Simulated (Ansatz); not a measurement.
Sb:
```
CELL_PARAMETERS angstrom
     -4.04681     4.04681     4.04681
      4.04681    -4.04681     4.04681
      4.04681     4.04681    -4.04681
ATOMIC_POSITIONS crystal
  Sb 0.00000 0.25000 0.50000
  Sb 0.25000 0.50000 0.00000
  Sb 0.50000 0.00000 0.25000
  Sb 0.25000 0.25000 0.25000
```

Relaxed with PBE. Special points in fractions of this cell's reciprocal vectors: Γ (0.000, 0.000, 0.000); H (0.500, -0.500, 0.500); N (0.000, 0.000, 0.500); P (0.250, 0.250, 0.250).

### Question
List the band energies nearest the Fermi level at these points for plane-wave PAW PBE (Ansatz code).

### Answer
In eV from the Fermi level; about four levels below and three above (degenerate sets whole), none deeper than 8.9 eV; points with the same levels are listed once.

```json
[
 {"k": "Γ", "below": "-3.38 -3.38 -1.15 -1.15 -1.15", "above": "0.65 0.65 0.65"},
 {"k": "H", "below": "-3.32 -3.32 -3.32 -0.56", "above": "0.05 0.05 0.05"},
 {"k": "N", "below": "-1.40 -1.07 -1.06 -0.62", "above": "0.23 1.10 2.89"},
 {"k": "P", "below": "-1.75 -1.75 -0.35 -0.35", "above": "0.51 0.51 2.91 2.91"}
]
```

Space group I4_132. The start of the workflow was typed in or built on a structure type; neither database checked (COD, Materials Project) lists it. It is not the phase usual at ambient conditions (space group No. 166). The PBE relaxation kept the symmetry of its start; whether a distortion lowers the energy is not shown. The volume moved by 71 % from the start of the relaxation. Scalar-relativistic: spin–orbit coupling is off unless named, which matters more the heavier the elements.

Potentials: the later of the program's two PAW sets.
